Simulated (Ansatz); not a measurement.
Data:

Ba2MgMoO6:
```cif
data_Ba2MgMoO6
_chemical_formula_sum 'Ba2 Mg1 Mo1 O6'
_space_group_name_H-M_alt 'P 1'
_space_group_IT_number 1
_cell_length_a 5.72623
_cell_length_b 5.72623
_cell_length_c 5.72623
_cell_angle_alpha 60.000
_cell_angle_beta 60.000
_cell_angle_gamma 60.000
loop_
_space_group_symop_operation_xyz
  'x, y, z'
loop_
_atom_site_label
_atom_site_type_symbol
_atom_site_fract_x
_atom_site_fract_y
_atom_site_fract_z
_atom_site_occupancy
Ba1 Ba 0.25000 0.25000 0.25000 1
Ba2 Ba 0.75000 0.75000 0.75000 1
Mg1 Mg 0.50000 0.50000 0.50000 1
Mo1 Mo 0.00000 0.00000 0.00000 1
O1 O 0.76186 0.23814 0.23814 1
O2 O 0.23814 0.76186 0.76186 1
O3 O 0.23814 0.76186 0.23814 1
O4 O 0.76186 0.23814 0.76186 1
O5 O 0.23814 0.23814 0.76186 1
O6 O 0.76186 0.76186 0.23814 1
```

This is the r²SCAN-relaxed structure.

Task: All from plane-wave PAW r²SCAN (Ansatz code), unless another level is named. Give the formation energy from the elements (no fitted shifts).

Result: -2.87 eV/atom.

Task: And the electron effective mass?

Result: 0.85, 0.85, 3.1 mₑ (principal values).

Task: Predict the gap with spin–orbit coupling.

Result: 2.49 eV.

Task: And the valence-band maximum?

Result: at Γ.

Space group Fm-3m. The workflow started from a Materials Project entry (that database holds measured and hypothetical structures alike); the Crystallography Open Database copy checked does not list it. Its standing as an ambient phase is unchecked. The cell was relaxed with r²SCAN under the symmetry of its start; whether a distortion lowers the energy is not shown. The run is not spin-polarised. No Hubbard U is applied. The references are the lowest solids computed at this level, not always the standard phases (solids in place of the gases). Spin–orbit coupling is left out wherever it is not named.

Potentials: the later of the program's two PAW sets.
